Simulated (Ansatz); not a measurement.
Values for one crystal, relaxed and computed with LDA in the plane-wave PAW code Ansatz; other levels are named.

```yaml
volume_per_atom: 19.23 Å³
electronic_character: metallic (no gap)
Poisson's ratio: 0.25
mechanical_stability: stable (all eigenvalues of C positive)
zone_centre_stability: no imaginary mode at Γ
Formation energy from the elements (no fitted shifts): -0.43 eV/atom
Young's modulus: 116 GPa
```

Pick the material that matches.
A) TaC, rock salt
B) HfSi2, Cmcm (Si on 4c, Si on 4c, Hf on 4c)
C) PtSe2, CdI2 type
D) TiS2, CdI2 type

C, PtSe2, CdI2 type

Space group P-3m1 (CdI2 type). Symmetry was held in the LDA relaxation. The run is not spin-polarised. The volume moved by -16 % from the start of the relaxation. A crystal of weakly bound layers computed without a dispersion correction: the cell and the soft elastic constants depend strongly on that. The references are the lowest solids computed at this level, not always the standard phases. Spin–orbit coupling is left out wherever it is not named.

Potentials: the later of the program's two PAW sets.
